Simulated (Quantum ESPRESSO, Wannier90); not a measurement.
**Wannier functions of InAs (zinc blende)**

Cell from Materials Project (mp-20305), symmetrised, no further relaxation. COD (Crystallography Open Database) has an entry of this formula and space group (matched by these alone). Level: PBEsol, spinors with spin-orbit coupling; pw.x of Quantum ESPRESSO at 68 Ry with PseudoDojo potentials, 6×6×6 k-points, Wannier90. Density: 10×10×10 mesh, cold smearing 0.01 Ry. With spin-orbit coupling a semilocal functional can close or falsely invert a small gap; the band order was not checked against a better method.

On the energy scale of pw.x, whose zero is arbitrary, the Fermi level lies at 7.66 eV.

Input w.win:

```
num_bands = 30
num_wann = 16
exclude_bands = 1-20
spinors = true
num_iter = 1000
conv_tol = 1.0e-6
conv_window = 4
dis_num_iter = 1000
dis_conv_tol = 1.0e-6
write_hr = true
write_u_matrices = true
begin projections
f=0.24647,0.25691,0.25837: s;p
f=-0.01409,0.00598,0.00479: s;p
end projections
begin unit_cell_cart
ang
    0.0000000000    3.0535600000    3.0535600000
    3.0535600000    0.0000000000    3.0535600000
    3.0535600000    3.0535600000    0.0000000000
end unit_cell_cart
begin atoms_frac
In   0.2500000000  0.2500000000  0.2500000000
As   0.0000000000  0.0000000000  0.0000000000
end atoms_frac
mp_grid = 6 6 6
begin kpoints
0.0000000000 0.0000000000 0.0000000000
0.0000000000 0.0000000000 0.1666666667
0.0000000000 0.0000000000 0.3333333333
... (213 more lines: the 6x6x6 mesh through Gamma)
end kpoints
```

Input of pw2wannier90.x that gives the overlap and projection files (equivalent; here they were cut from one run over all bands):

```
&inputpp
  outdir = './out'
  prefix = 'pwscf'
  seedname = 'w'
  write_amn = .true.
  write_mmn = .true.
/
```

Output w.wout (banner and timings cut):

```
                                    ------
                                    SYSTEM
                                    ------

                              Lattice Vectors (Ang)
                    a_1     0.000000   3.053560   3.053560
                    a_2     3.053560   0.000000   3.053560
                    a_3     3.053560   3.053560   0.000000

                   Unit Cell Volume:      56.94418  (Ang^3)

                        Reciprocal-Space Vectors (Ang^-1)
                    b_1    -1.028830   1.028830   1.028830
                    b_2     1.028830  -1.028830   1.028830
                    b_3     1.028830   1.028830  -1.028830

 *----------------------------------------------------------------------------*
 |   Site       Fractional Coordinate          Cartesian Coordinate (Ang)     |
 +----------------------------------------------------------------------------+
 | in   1   0.25000   0.25000   0.25000   |    1.52678   1.52678   1.52678    |
 | as   1   0.00000   0.00000   0.00000   |    0.00000   0.00000   0.00000    |
 *----------------------------------------------------------------------------*
                                ------------
                                K-POINT GRID
                                ------------

             Grid size =  6 x  6 x  6      Total points =  216

 *---------------------------------- MAIN ------------------------------------*
 |  Number of Wannier Functions               :                16             |
 |  Number of Objective Wannier Functions     :                16             |
 |  Number of input Bloch states              :                30             |
 |  Output verbosity (1=low, 5=high)          :                 1             |
 |  Timing Level (1=low, 5=high)              :                 1             |
 |  Optimisation (0=memory, 3=speed)          :                 3             |
 |  Length Unit                               :               Ang             |
 |  Post-processing setup (write *.nnkp)      :                 F             |
 |  Using Gamma-only branch of algorithms     :                 F             |
 *----------------------------------------------------------------------------*
 *------------------------------- WANNIERISE ---------------------------------*
 |  Total number of iterations                :              1000             |
 |  Number of CG steps before reset           :                 5             |
 |  Trial step length for line search         :             2.000             |
 |  Convergence tolerence                     :         0.100E-05             |
 |  Convergence window                        :                 4             |
 |  Iterations between writing output         :                 1             |
 |  Iterations between backing up to disk     :               100             |
 |  Write r^2_nm to file                      :                 F             |
 |  Write xyz WF centres to file              :                 F             |
 |  Write on-site energies <0n|H|0n> to file  :                 F             |
 |  Use guiding centre to control phases      :                 F             |
 |  Use phases for initial projections        :                 F             |
 *----------------------------------------------------------------------------*
 *------------------------------- DISENTANGLE --------------------------------*
 |  Using band disentanglement                :                 T             |
 |  Total number of iterations                :              1000             |
 |  Mixing ratio                              :             0.500             |
 |  Convergence tolerence                     :         1.000E-06             |
 |  Convergence window                        :                 3             |
 *----------------------------------------------------------------------------*
 *-------------------------------- PLOTTING ----------------------------------*
 |  Plotting Hamiltonian in WF basis          :                 T             |
 *----------------------------------------------------------------------------*

 *---------------------------------- K-MESH ----------------------------------*
 +----------------------------------------------------------------------------+
 |                    Distance to Nearest-Neighbour Shells                    |
 |                    ------------------------------------                    |
 |          Shell             Distance (Ang^-1)          Multiplicity         |
 |          -----             -----------------          ------------         |
 |             1                   0.296997                      8            |
 |             2                   0.342943                      6            |
 |             3                   0.484995                     12            |
 |             4                   0.568707                     24            |
 |             5                   0.593995                      8            |
 |             6                   0.685886                      6            |
 |             7                   0.747427                     24            |
 |             8                   0.766844                     24            |
       ... (lines left out)
 +----------------------------------------------------------------------------+
 | The b-vectors are chosen automatically                                     |
 | The following shells are used:                       1                     |
 +----------------------------------------------------------------------------+
 |                        Shell   # Nearest-Neighbours                        |
 |                        -----   --------------------                        |
 |                          1               8                                 |
 +----------------------------------------------------------------------------+
 | Completeness relation is fully satisfied [Eq. (B1), PRB 56, 12847 (1997)]  |
 +----------------------------------------------------------------------------+
 |                  b_k Vectors (Ang^-1) and Weights (Ang^2)                  |
 |                  ----------------------------------------                  |
 |            No.         b_k(x)      b_k(y)      b_k(z)        w_b           |
 |            ---        --------------------------------     --------        |
 |             1         0.171472    0.171472   -0.171472     4.251338        |
 |             2         0.171472   -0.171472    0.171472     4.251338        |
 |             3        -0.171472    0.171472    0.171472     4.251338        |
 |             4         0.171472    0.171472    0.171472     4.251338        |
 |             5        -0.171472   -0.171472    0.171472     4.251338        |
 |             6        -0.171472    0.171472   -0.171472     4.251338        |
 |             7         0.171472   -0.171472   -0.171472     4.251338        |
 |             8        -0.171472   -0.171472   -0.171472     4.251338        |
 +----------------------------------------------------------------------------+
 |                           b_k Directions (Ang^-1)                          |
 |                           -----------------------                          |
 |            No.           x           y           z                         |
 |            ---        --------------------------------                     |
 |             1         0.171472    0.171472   -0.171472                     |
 |             2         0.171472   -0.171472    0.171472                     |
 |             3        -0.171472    0.171472    0.171472                     |
 |             4         0.171472    0.171472    0.171472                     |
 +----------------------------------------------------------------------------+

 Starting a new Wannier90 calculation ...

 Reading overlaps from w.mmn

 Reading projections from w.amn

 *------------------------------- DISENTANGLE --------------------------------*
 +----------------------------------------------------------------------------+
 |                              Energy  Windows                               |
 |                              ---------------                               |
 |                   Outer:   -4.13879  to   24.73647  (eV)                   |
 |                   No frozen states were specified                          |
 +----------------------------------------------------------------------------+
   Number of target bands to extract:   16

                   Unitarised projection of Wannier functions
                   ------------------------------------------
   A_mn = <psi_m|g_n> --> S = A.A^+ --> U = S^-1/2.A
   In dis_project... done
   No inner window (linner = F)

                   Extraction of optimally-connected subspace
                   ------------------------------------------
 +---------------------------------------------------------------------+<-- DIS
 |  Iter     Omega_I(i-1)      Omega_I(i)      Delta (frac.)           |<-- DIS
 +---------------------------------------------------------------------+<-- DIS
       1      26.17410184      23.98625703       9.121E-02    <-- DIS
       2      25.00570163      23.46244815       6.578E-02    <-- DIS
       3      24.18834899      23.12731403       4.588E-02    <-- DIS
       4      23.62572729      22.88902762       3.219E-02    <-- DIS
       5      23.23365603      22.71129667       2.300E-02    <-- DIS
       6      22.95425136      22.57367773       1.686E-02    <-- DIS
       ... (lines left out)
     101      21.55810986      21.55773710       1.729E-05    <-- DIS
       ... (lines left out)
     157      21.55420173      21.55418068       9.765E-07    <-- DIS
     158      21.55418982      21.55416978       9.297E-07    <-- DIS
     159      21.55417849      21.55415941       8.852E-07    <-- DIS

             <<<      Delta < 1.000E-06  over  3 iterations     >>>
             <<< Disentanglement convergence criteria satisfied >>>

        Final Omega_I    21.55415941 (Ang^2)

 +----------------------------------------------------------------------------+

 Writing checkpoint file w.chk... done

 *------------------------------- WANNIERISE ---------------------------------*
 +--------------------------------------------------------------------+<-- CONV
 | Iter  Delta Spread     RMS Gradient      Spread (Ang^2)            |<-- CONV
 +--------------------------------------------------------------------+<-- CONV

 ------------------------------------------------------------------------------
 Initial State
  WF centre and spread    1  (  1.569616,  1.543286,  1.538688 )     2.01588473
  WF centre and spread    2  (  1.569616,  1.543286,  1.538688 )     2.01588464
  WF centre and spread    3  (  1.525882,  1.527302,  1.516406 )     2.70686058
  WF centre and spread    4  (  1.525882,  1.527302,  1.516406 )     2.70686015
  WF centre and spread    5  (  1.483031,  1.527461,  1.527412 )     2.70523821
  WF centre and spread    6  (  1.483031,  1.527461,  1.527412 )     2.70523834
  WF centre and spread    7  (  1.525896,  1.512016,  1.527227 )     2.70649995
  WF centre and spread    8  (  1.525895,  1.512016,  1.527227 )     2.70649981
  WF centre and spread    9  (  0.031075, -0.026425, -0.023057 )     1.46375371
  WF centre and spread   10  (  0.031075, -0.026425, -0.023057 )     1.46375370
  WF centre and spread   11  (  0.001723, -0.001333,  0.020836 )     1.73080955
  WF centre and spread   12  (  0.001723, -0.001333,  0.020836 )     1.73080962
  WF centre and spread   13  ( -0.027895, -0.001294, -0.001174 )     1.72966085
  WF centre and spread   14  ( -0.027895, -0.001294, -0.001174 )     1.72966061
  WF centre and spread   15  (  0.001729,  0.023903, -0.001227 )     1.73063625
  WF centre and spread   16  (  0.001729,  0.023903, -0.001227 )     1.73063626
  Sum of centres and spreads ( 12.222113, 12.209834, 12.210222 )    33.57868695

      0     0.336E+02     0.0000000000       33.5786869303  <-- CONV
        O_D=      0.0123864 O_OD=     12.0121411 O_TOT=     33.5786869 <-- SPRD
 ------------------------------------------------------------------------------
      1    -0.214E+00     0.2564172765       33.3648821772  <-- CONV
        O_D=      0.0184214 O_OD=     11.7923013 O_TOT=     33.3648822 <-- SPRD
      2    -0.177E+00     0.3339551139       33.1879554927  <-- CONV
        O_D=      0.0137802 O_OD=     11.6200159 O_TOT=     33.1879555 <-- SPRD
      3    -0.594E-01     0.2501741568       33.1285160723  <-- CONV
        O_D=      0.0128663 O_OD=     11.5614904 O_TOT=     33.1285161 <-- SPRD
      4    -0.244E-01     0.1453616469       33.1041121118  <-- CONV
        O_D=      0.0123377 O_OD=     11.5376150 O_TOT=     33.1041121 <-- SPRD
      5    -0.131E-01     0.0984537883       33.0910322047  <-- CONV
        O_D=      0.0122030 O_OD=     11.5246698 O_TOT=     33.0910322 <-- SPRD
       ... (lines left out)
    100    -0.308E-01     0.1436492956       26.1837908650  <-- CONV
        O_D=      0.0090126 O_OD=      4.6206188 O_TOT=     26.1837909 <-- SPRD
       ... (lines left out)
    200    -0.541E-02     0.0745753626       25.4140298588  <-- CONV
        O_D=      0.0077161 O_OD=      3.8521543 O_TOT=     25.4140299 <-- SPRD
       ... (lines left out)
    300    -0.344E-04     0.0046294851       25.2836931466  <-- CONV
        O_D=      0.0075386 O_OD=      3.7219951 O_TOT=     25.2836931 <-- SPRD
       ... (lines left out)
    364    -0.881E-06     0.0007609979       25.2831322624  <-- CONV
        O_D=      0.0075354 O_OD=      3.7214375 O_TOT=     25.2831323 <-- SPRD
    365    -0.896E-06     0.0007469517       25.2831313664  <-- CONV
        O_D=      0.0075352 O_OD=      3.7214368 O_TOT=     25.2831314 <-- SPRD
    366    -0.806E-06     0.0007573545       25.2831305608  <-- CONV
        O_D=      0.0075350 O_OD=      3.7214362 O_TOT=     25.2831306 <-- SPRD
             <<<     Delta < 1.000E-06  over  4 iterations     >>>
             <<< Wannierisation convergence criteria satisfied >>>
 Final State
  WF centre and spread    1  (  2.004821,  2.004425,  2.004397 )     1.80290032
  WF centre and spread    2  (  2.004820,  2.004425,  2.004398 )     1.80290051
  WF centre and spread    3  (  2.004775,  1.049251,  1.049225 )     1.80315425
  WF centre and spread    4  (  2.004775,  1.049251,  1.049225 )     1.80315436
  WF centre and spread    5  (  1.049303,  2.004721,  1.048894 )     1.80250675
  WF centre and spread    6  (  1.049303,  2.004720,  1.048894 )     1.80250655
  WF centre and spread    7  (  1.049291,  1.048905,  2.004710 )     1.80250654
  WF centre and spread    8  (  1.049290,  1.048905,  2.004710 )     1.80250617
  WF centre and spread    9  (  0.345475, -0.345087,  0.343034 )     1.35769423
  WF centre and spread   10  (  0.345475, -0.345087,  0.343034 )     1.35769419
  WF centre and spread   11  ( -0.343980,  0.343800,  0.345640 )     1.35758041
  WF centre and spread   12  ( -0.343980,  0.343800,  0.345640 )     1.35758019
  WF centre and spread   13  ( -0.344568, -0.344406, -0.344779 )     1.35750750
  WF centre and spread   14  ( -0.344568, -0.344406, -0.344779 )     1.35750752
  WF centre and spread   15  (  0.344085,  0.344818, -0.344660 )     1.35771554
  WF centre and spread   16  (  0.344085,  0.344818, -0.344660 )     1.35771555
  Sum of centres and spreads ( 12.218403, 12.212852, 12.212923 )    25.28313059

         Spreads (Ang^2)       Omega I      =    21.554159412
        ================       Omega D      =     0.007534977
                               Omega OD     =     3.721436172
    Final Spread (Ang^2)       Omega Total  =    25.283130561
```
